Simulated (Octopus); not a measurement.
## BeTe (F-43m, No. 216): band energies at special points

BeTe (F-43m, No. 216):
```
CELL_PARAMETERS angstrom
      0.00000     2.83146     2.83146
      2.83146     0.00000     2.83146
      2.83146     2.83146     0.00000
ATOMIC_POSITIONS crystal
  Be 0.00000 0.00000 0.00000
  Te 0.25000 0.25000 0.25000
```
The cell is a database entry, not relaxed again.

Computed with Octopus (real-space grid): LDA, grid spacing about 0.24 Å, Γ-centred 6×6×6 k-mesh, no spin polarisation, valence-only HGH without core correction for Be Te. Spin-orbit coupling is left out.

Energies in eV against the valence band top; 8 electrons a cell outside the pseudopotentials' cores.

```tsv
k-point (reduced)	band 1	band 2	band 3	band 4	band 5	band 6	band 7
Γ (0.000, 0.000, 0.000)	-12.20	0.00	0.00	0.00	?	3.66	3.66
X (-0.500, -0.500, 0.000)	-10.46	-4.95	-2.55	-2.55	?	2.71	9.63
U (-0.375, -0.375, 0.250)	-10.48	-4.60	-3.77	-2.15	2.71	5.27	7.89
K (-0.375, 0.000, 0.375)	-10.48	-4.60	-3.77	-2.15	2.71	5.27	7.89
L (0.000, 0.000, 0.500)	-10.92	-5.39	-1.08	-1.08	3.05	4.62	4.62
W (-0.500, -0.250, 0.250)	-10.43	-4.42	-3.59	?	5.22	5.57	5.57
```

What belongs in the gaps?


- W (-0.500, -0.250, 0.250), band 4: -3.11
- X (-0.500, -0.500, 0.000), band 5: 1.95
- Γ (0.000, 0.000, 0.000), band 5: 3.64
